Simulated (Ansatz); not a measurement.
# Property card for BiIrS

BiIrS:
```xyz
12
Lattice="6.1333 0.0000 0.0000 0.0000 6.1333 0.0000 0.0000 0.0000 6.1333" Properties=species:S:1:pos:R:3 pbc="T T T"
Bi     0.8000     3.8666     5.3333
Bi     2.2666     2.2666     2.2666
Bi     3.8666     5.3333     0.8000
Bi     5.3333     0.8000     3.8666
Ir     2.9097     5.9763     3.2236
Ir     0.1570     0.1570     0.1570
Ir     5.9763     3.2236     2.9097
Ir     3.2236     2.9097     5.9763
S      5.4112     2.3445     0.7221
S      3.7887     3.7887     3.7887
S      2.3445     0.7221     5.4112
S      0.7221     5.4112     2.3445
```

Space group P2_13 (No. 198); conventional cell a = 6.1333 Å, b = 6.1333 Å, c = 6.1333 Å, α = 90.00°, β = 90.00°, γ = 90.00°.

Method: PBEsol (plane waves, PAW; program Ansatz). Geometry: relaxed at this level of theory. Other levels are named where they apply.

**Cell and energy**

```json
{
 "volume_per_atom": "19.23 Å³",
 "density": "12.47 g/cm³",
 "Formation energy from the elements (no fitted shifts)": "-0.31 eV/atom"
}
```

**Electronic structure**

```json
{
 "band_gap": "0.68 eV (indirect)",
 "valence_band_maximum": "off the standard path, at k = (0.000, 0.331, 0.362) in fractions of the reciprocal vectors",
 "conduction_band_minimum": "on the Γ–R line, 92 % of the way from Γ (8 equivalent valleys)",
 "smallest_direct_gap_on_the_standard_path": "1.07 eV",
 "electron_effective_mass": "0.26, 0.26, 1.8 mₑ (principal values)",
 "hole_effective_mass": "0.28, 0.44, 0.60 mₑ (principal values)",
 "HSE06 gap on the PBEsol cell": "1.37 eV",
 "Gap with spin–orbit coupling": "0.53 eV"
}
```

**Mechanics**

```json
{
 "Bulk modulus (Birch–Murnaghan fit)": "146 GPa",
 "Pressure derivative B′": "5.1",
 "Elastic constants (relaxed ions, GPa)": "C11 = 278, C12 = 80.0, C44 = 67.7",
 "mechanical_stability": "stable (all eigenvalues of C positive)",
 "hill_bulk_and_shear_moduli": "146 and 78.9 GPa",
 "Young's modulus": "201 GPa",
 "Poisson's ratio": "0.27",
 "debye_temperature_from_the_elastic_constants": "311 K",
 "Piezoelectric stress constants (proper, relaxed ions, C/m²)": "e14 = e25 = e36 = 0.04"
}
```

**Charges**

```json
{
 "bader_charges": "Bi +0.75, Ir -0.22, S -0.53 e"
}
```

The workflow started from a Materials Project entry (that database holds measured and hypothetical structures alike); the Crystallography Open Database copy checked does not list it. Its standing as an ambient phase is unchecked. The cell was relaxed with PBEsol under the symmetry of its start; whether a distortion lowers the energy is not shown. The run is not spin-polarised. Signs of piezoelectric constants follow the polarity of the cell as given. The references are the lowest solids computed at this level, not always the standard phases. Scalar-relativistic: spin–orbit coupling is off unless named, which matters more the heavier the elements.

Potentials: the later of the program's two PAW sets.
